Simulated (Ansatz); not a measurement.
# A short bond in Si$_{2}$W

```
CELL_PARAMETERS angstrom
-1.60690 1.60690 3.91495
1.60690 -1.60690 3.91495
1.60690 1.60690 -3.91495
ATOMIC_POSITIONS crystal
Si 0.33470 0.33470 0.00000
Si 0.66530 0.66530 0.00000
W 0.00000 0.00000 0.00000
```

The cell is entry 1532195 of the Crystallography Open Database, unrelaxed.

Its shortest bond, of 2.589 Å between atom 1 (Si) and the nearest image of atom 2 (Si), is scaled by moving both atoms along it, with the cell held and the other atoms too. The force apart is half the difference of the two atoms' forces along the bond; it holds the pull and push of their other neighbours too.

Computed with Ansatz 0.2.0; functional PBEsol, scalar-relativistic. Settings: a Γ-centred 13×13×13 k mesh, Fermi–Dirac smearing of 0.05 eV, no spin polarisation. Methods: LAPW: all electrons, basis error target 1 meV/atom; PAW: frozen-core files, cutoff 420 eV; PAW (cutoff 1000 eV): frozen-core files, cutoff 1000 eV.

Energies are extrapolated to zero smearing and count from the unscaled cell; pressure is positive in compression; gaps take the mesh and a band path. No temperature or zero-point motion is included.

Spin–orbit coupling is left out, which matters for the heavy atoms. The PAW files were made under PBE.

| bond (Å) | force apart (eV/Å) | P LAPW (GPa) | ΔE LAPW (eV/atom) | P PAW − LAPW (GPa) | ΔE PAW − LAPW (meV/atom) | force PAW − LAPW (eV/Å) |
| --- | --- | --- | --- | --- | --- | --- |
| 2.589 | 0.01 | -2.00 | 0.000 | 0.03 | 0.0 | 0.003 |
| 2.278 | 4.01 | 6.48 | 0.190 | 0.09 | 0.6 | 0.010 |
| 1.812 | 18.16 | 48.0 | 1.719 | 0.32 | 4.1 | 0.043 |
| 1.501 | ? | 108.6 | ? | 0.98 | 17.1 | 0.298 |

(1) Fill in "ΔE LAPW (eV/atom)" for the row "1.501".

(2) What belongs in the row "1.501", column "force apart (eV/Å)"?

(3) At the last bond length, how far does PAW (cutoff 1000 eV) lie from LAPW in pressure and in the largest force component?

(4) How do the Löwdin populations by LAPW change from the unscaled cell to the last row, on the two atoms of the bond?

## Answers

(1) 4.803.

(2) 45.81.

(3) PAW (cutoff 1000 eV): +0.97 GPa, 0.296 eV/Å, on a LAPW pressure of 108.6 GPa.

(4) Si1 2s 1.99 → 1.95, Si1 3s 1.18 → 1.08, Si1 3p 2.76 → 2.83, Si2 2s 1.99 → 1.95, Si2 3s 1.18 → 1.08, Si2 3p 2.76 → 2.83 electrons an atom. These are projections on the shells that the free atoms fill; 0.23 e a cell lies outside them at the start and 0.34 e at the end.
